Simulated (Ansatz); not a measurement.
CuAsPbO4 in space group P-1 (No. 2; Pearson symbol aP14), r²SCAN (plane waves, PAW; program Ansatz). The conduction-band minimum lies at Y, with 1 equivalent valley. Second derivatives d²E/dk² of the lowest band at one valley (eV·Å²), along Cartesian directions:

```
direction  d²E/dk²
---------  -------
[100]        12.09
[010]        13.49
[001]        5.250
[110]        14.02
[101]        9.492
[011]        8.648
```

Problem. Find the principal effective masses, the density-of-states mass and the conductivity mass.

Solution. Off-diagonal terms follow from H_xy = H[110] − (H_xx + H_yy)/2, and m*/mₑ = 7.620 eV·Å² over each eigenvalue: 0.54, 0.66, 1.5. One valley's DOS mass (m₁m₂m₃)^(1/3) = 0.81, conductivity mass 3/(Σ 1/mᵢ) = 0.74 mₑ.

Problem. What effective density of states Nc follows at 300 K for parabolic valleys?

Solution. Nc = 2.509e19 × 1 × (0.81)^(3/2) ≈ 1.8e19 cm⁻³.

The workflow started from a Materials Project entry (that database holds measured and hypothetical structures alike); the Crystallography Open Database copy checked does not list it. Entries of such low symmetry are often ordered models of mixed-site phases. Whether it is the stable phase at ambient conditions was not checked. Symmetry was held in the r²SCAN relaxation; whether a distortion lowers the energy is not shown. The run is not spin-polarised. No Hubbard U is applied. Spin–orbit coupling is left out wherever it is not named.

Potentials: the later of the program's two PAW sets.

Edges and masses are those of Kohn–Sham bands, whose gap is no quasiparticle gap.
